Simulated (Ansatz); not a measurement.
**Structures of K₂TeBr₆: which is lowest?**

Plane-wave DFT in Ansatz with scalar-relativistic PAW potentials, cutoff 420 eV, Γ-centred meshes chosen by cell and gap, Gaussian smearing with energies taken to zero width. Every cell was relaxed (cell and atoms) in a run of its own, within the symmetry of its start. Functional: PBEsol.

Relaxed structures (starts from databases or built by putting these elements on another compound's sites):
A. Fm-3m, 9 atoms in the computed cell, a = 10.625 Å; sites (symmetry × multiplicity) K -43m × 8, Te m-3m × 4, Br 4m.m × 24; start: built
B. P-62m, 9 atoms in the computed cell, a = 8.258 Å, c = 4.342 Å; sites (symmetry × multiplicity) K -6.. × 2, Te -62m × 1, Br m2m × 3 + m2m × 3; start: built

**Question.** Rank them by energy. Could pressure change the order?

**Answer.**
| structure | group | E − E(lowest) (meV/atom) | V (Å³/atom) | gap on mesh (eV) |
| --- | --- | --- | --- | --- |
| A | Fm-3m | 0.0 | 33.32 | 1.76 |
| B | P-62m | 162 | 28.49 | 0.86 |

A is lowest, 162 meV/atom under B. B is denser by 4.83 Å³/atom, so pressure favours it: ΔE/ΔV, with ΔE in eV and 1 eV/Å³ = 160.2 GPa, gives about 5 GPa for equal enthalpy if both cells were rigid, a rough figure since the two compress differently. Other structures may lie lower than all of these, and vibrations aren't counted.

Spin-orbit coupling is left out, which matters for the bands of heavy elements.